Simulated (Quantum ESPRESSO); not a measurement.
## Calculated data, HfTiNbO$_{5}$F$_{3}$ (made-up cell, one site empty), HfTa$_{2}$O$_{6}$F$_{2}$ (made-up cell, one site empty)

All values are calculated (Quantum ESPRESSO 7.5). Calculation on a made-up crystal cell, not a measurement: periodic Kohn-Sham density functional theory in plane waves with PseudoDojo standard norm-conserving scalar-relativistic pseudopotentials, each functional with its own files (v0.5 for PBE, v0.4.1 for LDA and PBEsol), no spin polarisation, no spin-orbit coupling, atoms not relaxed, stress positive in tension, energies less a fixed whole-eV offset for each atom's element; levels are Kohn-Sham levels at fractions of this cell's reciprocal vectors, counted from the reference band (half the neutral cell's valence electrons, rounded up) at Gamma; error bars cover cutoff and k-mesh only, not smearing or the files; each bar is the largest change over components, and at least 0.002 eV, 0.002 eV per angstrom or 0.02 GPa; added strain carries the atoms with the cell, and shear is the tensor component; no dispersion term; energies are for the whole cell, and the offsets were chosen from early runs and are not element reference energies.

Settings shared by all entries: functional pbe; cutoff 1143 eV; fermi dirac smearing 0.025 eV; scf tolerance 1e-07 eV; electrons removed 0.

(1) HfTiNbO$_{5}$F$_{3}$ (made-up cell, one site empty)

```xyz
11
Lattice="4.6832 0.0316 -0.0612 0.0316 4.7334 0.0791 -0.0795 0.1028 6.1767" Properties=species:S:1:pos:R:3 HfTiNbO5F3
Nb     2.4001     2.4426     1.6565
Hf    -0.1776     0.0396     3.0708
Ti     2.3047     2.4339     4.6041
F      1.5260     1.5347    -0.0307
F      3.1996     3.4450    -0.0474
O      3.6833     0.9669     1.5483
O      0.9631     3.7742     1.5345
F      1.3228     1.5898     3.1677
O      3.2855     3.2385     3.1879
O      3.5768     0.9599     4.5774
O      0.9529     3.8130     4.5705
```

| Item | Value |
| --- | --- |
| lattice type | rutile, doubled along c |
| empty site | 1 |
| k mesh | 5 x 5 x 4, shifted by half a step |
| pressure | 3.78 GPa |
| stress xx | -2.076 GPa |
| stress yy | -0.2021 GPa |
| stress zz | -9.062 GPa |
| stress yz | 3.65 GPa |
| stress xz | -3.25 GPa |
| stress xy | -13.06 GPa |
| reference band | 44 |
| error bar stress | 0.03089 GPa |
| error bar force | 0.002 eV/Å |
| error bar next band up | 0.002 eV |
| error bars from | tighter rerun of a related cell |

Atoms:
| atoms element | atom site |
| --- | --- |
| Nb | 2 |
| Hf | 3 |
| Ti | 4 |
| F | 5 |
| F | 6 |
| O | 7 |
| O | 8 |
| F | 9 |
| O | 10 |
| O | 11 |
| O | 12 |

Forces:
| site | x (eV/Å) | y (eV/Å) | z (eV/Å) |
| --- | --- | --- | --- |
| 2 | -0.3785 | 2.996 | -4.451 |
| 3 | 1.307 | -1.594 | 3.247 |
| 4 | 0.3831 | 1.345 | 4.145 |
| 5 | -0.05115 | -0.09714 | 0.8676 |
| 6 | -0.3536 | -1.671 | 1.008 |
| 7 | -2.357 | 2.439 | -1.24 |
| 8 | 1.911 | -2.014 | 1.47 |
| 9 | -0.4775 | -0.8216 | -0.9286 |
| 10 | -0.6761 | -0.4851 | -1.628 |
| 11 | -1.185 | 1.662 | -1.485 |
| 12 | 1.879 | -1.758 | -1.004 |

Levels:
| level k point | next band up (eV) |
| --- | --- |
| Gamma | 1.074 |
| (1/2,1/2,1/2) | 1.204 |
| (0.15,0,0) | 1.118 |
| (0,0.15,0) | 1.118 |
| (0,0,0.15) | 1.099 |

Notes: for the cells of this family of runs that hold hafnium, the hafnium pseudopotential is less sure than the others, with forces about 3 percent (worst 6) and pressure in oxides about 1.5 GPa (worst 2.7) from a second method in checks, which the error bars do not cover.

(2) HfTa$_{2}$O$_{6}$F$_{2}$ (made-up cell, one site empty)

```xyz
11
Lattice="5.0311 -0.0223 0.0635 -0.0223 5.1497 -0.0385 0.0635 -0.0385 5.1134" Properties=species:S:1:pos:R:3 HfTa2O6F2
Ta    -0.0333     0.0137     0.0013
Hf     2.5180    -0.0115     2.6028
Ta     2.4601     2.3402     0.0001
O      1.2876     1.2852     1.3098
O      1.2723     1.2772     3.8521
F      1.2907     3.8308     1.1949
F      1.3091     3.7985     3.8424
O      3.7727     1.2329     1.2684
O      3.8290     1.2173     3.8759
O      3.8013     3.8651     1.3005
O      3.8365     3.8062     3.8667
```

| Item | Value |
| --- | --- |
| lattice type | fluorite |
| empty site | 2 |
| k mesh | 4 x 4 x 4, shifted by half a step |
| free energy less offsets | 9.912 eV |
| scf iterations | 18 |
| smearing term minus ts | 0 eV |
| pressure | -17.3 GPa |
| stress xx | 15.87 GPa |
| stress yy | 20.2 GPa |
| stress zz | 15.84 GPa |
| stress yz | -0.4742 GPa |
| stress xz | 0.3702 GPa |
| stress xy | 5.709 GPa |
| reference band | 44 |
| error bar energy | 0.002 eV |
| error bar stress | 0.04187 GPa |
| error bar force | 0.006968 eV/Å |
| error bar next band up | 0.003635 eV |
| error bars from | tighter rerun of a related cell |

Atoms:
| atoms element | atom site | atom energy offset (eV) |
| --- | --- | --- |
| Ta | 1 | -1770 |
| Hf | 3 | -1535 |
| Ta | 4 | -1770 |
| O | 5 | -452 |
| O | 6 | -452 |
| F | 7 | -677 |
| F | 8 | -677 |
| O | 9 | -452 |
| O | 10 | -452 |
| O | 11 | -452 |
| O | 12 | -452 |

Forces:
| site | x (eV/Å) | y (eV/Å) | z (eV/Å) |
| --- | --- | --- | --- |
| 1 | -5.854 | 0.7378 | 0.3035 |
| 3 | 3.621 | 0.7306 | -0.3716 |
| 4 | 3.684 | -2.205 | 0.002371 |
| 5 | 0.6244 | -0.9862 | -1.795 |
| 6 | 0.9689 | -0.9272 | 1.852 |
| 7 | -0.06496 | 0.4138 | -0.574 |
| 8 | 0.08705 | 0.4304 | 0.4341 |
| 9 | -0.6104 | -0.3679 | -1.972 |
| 10 | -1.337 | -0.6454 | 1.768 |
| 11 | -0.4067 | 1.317 | -1.44 |
| 12 | -0.7122 | 1.502 | 1.792 |

Levels:
| level k point | next band up (eV) |
| --- | --- |
| Gamma | 0.9654 |
| (1/2,1/2,1/2) | 1.124 |
| (0.15,0,0) | 1.052 |
| (0,0.15,0) | 1.009 |
| (0,0,0.15) | 1.082 |

Notes: the hafnium pseudopotential is less sure than the others, with forces about 3 percent (worst 6) and pressure in oxides about 1.5 GPa (worst 2.7) from a second method in checks, which the error bars do not cover.

(3) HfTa$_{2}$O$_{6}$F$_{2}$ (made-up cell, one site empty)

```xyz
11
Lattice="5.0311 -0.0223 0.0635 -0.0223 5.1497 -0.0385 0.0635 -0.0385 5.1134" Properties=species:S:1:pos:R:3 HfTa2O6F2
Ta    -0.0333     0.0137     0.0013
Hf     2.5180    -0.0115     2.6028
Ta     2.4601     2.3643     0.0001
O      1.2876     1.2852     1.3098
O      1.2723     1.2772     3.8521
F      1.2907     3.8308     1.1949
F      1.3091     3.7985     3.8424
O      3.7727     1.2329     1.2684
O      3.8290     1.2173     3.8759
O      3.8013     3.8651     1.3005
O      3.8365     3.8062     3.8667
```

| Property | Result |
| --- | --- |
| lattice type | fluorite |
| empty site | 2 |
| k mesh | 4 x 4 x 4, shifted by half a step |
| free energy less offsets | 9.969 eV |
| scf iterations | 19 |
| smearing term minus ts | 0 eV |
| pressure | -17.56 GPa |
| stress xx | 16.05 GPa |
| stress yy | 20.62 GPa |
| stress zz | 16 GPa |
| stress yz | -0.466 GPa |
| stress xz | 0.3764 GPa |
| stress xy | 5.87 GPa |
| reference band | 44 |
| error bar energy | 0.002 eV |
| error bar stress | 0.04187 GPa |
| error bar force | 0.006968 eV/Å |
| error bar next band up | 0.003635 eV |
| error bars from | tighter rerun of a related cell |

Atoms:
| atoms element | atom site | atom energy offset (eV) |
| --- | --- | --- |
| Ta | 1 | -1770 |
| Hf | 3 | -1535 |
| Ta | 4 | -1770 |
| O | 5 | -452 |
| O | 6 | -452 |
| F | 7 | -677 |
| F | 8 | -677 |
| O | 9 | -452 |
| O | 10 | -452 |
| O | 11 | -452 |
| O | 12 | -452 |

Forces:
| site | x (eV/Å) | y (eV/Å) | z (eV/Å) |
| --- | --- | --- | --- |
| 1 | -5.833 | 1.067 | 0.3036 |
| 3 | 3.609 | 0.9572 | -0.3587 |
| 4 | 3.747 | -2.583 | -0.02611 |
| 5 | 0.6453 | -0.9694 | -1.819 |
| 6 | 0.9836 | -0.9078 | 1.879 |
| 7 | -0.08348 | 0.3954 | -0.5614 |
| 8 | 0.07988 | 0.3954 | 0.4344 |
| 9 | -0.5957 | -0.3742 | -1.979 |
| 10 | -1.335 | -0.6439 | 1.776 |
| 11 | -0.4555 | 1.237 | -1.458 |
| 12 | -0.7626 | 1.426 | 1.81 |

Levels:
| level k point | next band up (eV) |
| --- | --- |
| Gamma | 0.9807 |
| (1/2,1/2,1/2) | 1.135 |
| (0.15,0,0) | 1.069 |
| (0,0.15,0) | 1.035 |
| (0,0,0.15) | 1.097 |

Notes: the hafnium pseudopotential is less sure than the others, with forces about 3 percent (worst 6) and pressure in oxides about 1.5 GPa (worst 2.7) from a second method in checks, which the error bars do not cover.

(4) HfTa$_{2}$O$_{6}$F$_{2}$ (made-up cell, one site empty)

```xyz
11
Lattice="5.0311 -0.0223 0.0635 -0.0223 5.1497 -0.0385 0.0635 -0.0385 5.1134" Properties=species:S:1:pos:R:3 HfTa2O6F2
Ta    -0.0333     0.0137     0.0013
Hf     2.5180    -0.0115     2.6028
Ta     2.4601     2.4270     0.0001
O      1.2876     1.2852     1.3098
O      1.2723     1.2772     3.8521
F      1.2907     3.8308     1.1949
F      1.3091     3.7985     3.8424
O      3.7727     1.2329     1.2684
O      3.8290     1.2173     3.8759
O      3.8013     3.8651     1.3005
O      3.8365     3.8062     3.8667
```

| Quantity | Value |
| --- | --- |
| lattice type | fluorite |
| empty site | 2 |
| k mesh | 4 x 4 x 4, shifted by half a step |
| free energy less offsets | 10.16 eV |
| scf iterations | 16 |
| smearing term minus ts | 0 eV |
| pressure | -18.03 GPa |
| stress xx | 16.32 GPa |
| stress yy | 21.57 GPa |
| stress zz | 16.21 GPa |
| stress yz | -0.4472 GPa |
| stress xz | 0.4015 GPa |
| stress xy | 6.301 GPa |
| reference band | 44 |
| error bar energy | 0.002 eV |
| error bar stress | 0.04187 GPa |
| error bar force | 0.006968 eV/Å |
| error bar next band up | 0.003635 eV |
| error bars from | tighter rerun of a related cell |

Atoms:
| atoms element | atom site | atom energy offset (eV) |
| --- | --- | --- |
| Ta | 1 | -1770 |
| Hf | 3 | -1535 |
| Ta | 4 | -1770 |
| O | 5 | -452 |
| O | 6 | -452 |
| F | 7 | -677 |
| F | 8 | -677 |
| O | 9 | -452 |
| O | 10 | -452 |
| O | 11 | -452 |
| O | 12 | -452 |

Forces:
| site | x (eV/Å) | y (eV/Å) | z (eV/Å) |
| --- | --- | --- | --- |
| 1 | -5.772 | 1.951 | 0.3041 |
| 3 | 3.574 | 1.562 | -0.3256 |
| 4 | 3.941 | -3.459 | -0.102 |
| 5 | 0.6809 | -0.9625 | -1.857 |
| 6 | 1.001 | -0.8919 | 1.927 |
| 7 | -0.1435 | 0.3521 | -0.5154 |
| 8 | 0.05485 | 0.307 | 0.4281 |
| 9 | -0.5386 | -0.4244 | -1.982 |
| 10 | -1.308 | -0.6759 | 1.775 |
| 11 | -0.5895 | 1.021 | -1.506 |
| 12 | -0.8999 | 1.221 | 1.854 |

Levels:
| level k point | next band up (eV) |
| --- | --- |
| Gamma | 0.9924 |
| (1/2,1/2,1/2) | 1.137 |
| (0.15,0,0) | 1.084 |
| (0,0.15,0) | 1.075 |
| (0,0,0.15) | 1.1 |

Notes: the hafnium pseudopotential is less sure than the others, with forces about 3 percent (worst 6) and pressure in oxides about 1.5 GPa (worst 2.7) from a second method in checks, which the error bars do not cover.

(5) HfTa$_{2}$O$_{6}$F$_{2}$ (made-up cell, one site empty)

```xyz
11
Lattice="5.0311 -0.0223 0.0635 -0.0223 5.1497 -0.0385 0.0635 -0.0385 5.1134" Properties=species:S:1:pos:R:3 HfTa2O6F2
Ta    -0.0333     0.0137     0.0013
Hf     2.5180    -0.0115     2.6028
Ta     2.4601     2.4710     0.0001
O      1.2876     1.2852     1.3098
O      1.2723     1.2772     3.8521
F      1.2907     3.8308     1.1949
F      1.3091     3.7985     3.8424
O      3.7727     1.2329     1.2684
O      3.8290     1.2173     3.8759
O      3.8013     3.8651     1.3005
O      3.8365     3.8062     3.8667
```

| Property | Result |
| --- | --- |
| lattice type | fluorite |
| empty site | 2 |
| k mesh | 4 x 4 x 4, shifted by half a step |
| free energy less offsets | 10.32 eV |
| scf iterations | 18 |
| smearing term minus ts | 0 eV |
| pressure | -18.2 GPa |
| stress xx | 16.34 GPa |
| stress yy | 22.08 GPa |
| stress zz | 16.19 GPa |
| stress yz | -0.436 GPa |
| stress xz | 0.428 GPa |
| stress xy | 6.608 GPa |
| reference band | 44 |
| error bar energy | 0.002 eV |
| error bar stress | 0.04187 GPa |
| error bar force | 0.006968 eV/Å |
| error bar next band up | 0.003635 eV |
| error bars from | tighter rerun of a related cell |

Atoms:
| atoms element | atom site | atom energy offset (eV) |
| --- | --- | --- |
| Ta | 1 | -1770 |
| Hf | 3 | -1535 |
| Ta | 4 | -1770 |
| O | 5 | -452 |
| O | 6 | -452 |
| F | 7 | -677 |
| F | 8 | -677 |
| O | 9 | -452 |
| O | 10 | -452 |
| O | 11 | -452 |
| O | 12 | -452 |

Forces:
| site | x (eV/Å) | y (eV/Å) | z (eV/Å) |
| --- | --- | --- | --- |
| 1 | -5.725 | 2.591 | 0.3049 |
| 3 | 3.544 | 1.998 | -0.303 |
| 4 | 4.105 | -3.99 | -0.1566 |
| 5 | 0.6921 | -0.987 | -1.866 |
| 6 | 0.9981 | -0.909 | 1.943 |
| 7 | -0.1972 | 0.3265 | -0.4703 |
| 8 | 0.03097 | 0.2481 | 0.4163 |
| 9 | -0.4847 | -0.4866 | -1.971 |
| 10 | -1.274 | -0.7271 | 1.761 |
| 11 | -0.6889 | 0.8646 | -1.541 |
| 12 | -1 | 1.072 | 1.883 |

Levels:
| level k point | next band up (eV) |
| --- | --- |
| Gamma | 0.9689 |
| (1/2,1/2,1/2) | 1.105 |
| (0.15,0,0) | 1.062 |
| (0,0.15,0) | 1.065 |
| (0,0,0.15) | 1.067 |

Notes: the hafnium pseudopotential is less sure than the others, with forces about 3 percent (worst 6) and pressure in oxides about 1.5 GPa (worst 2.7) from a second method in checks, which the error bars do not cover.
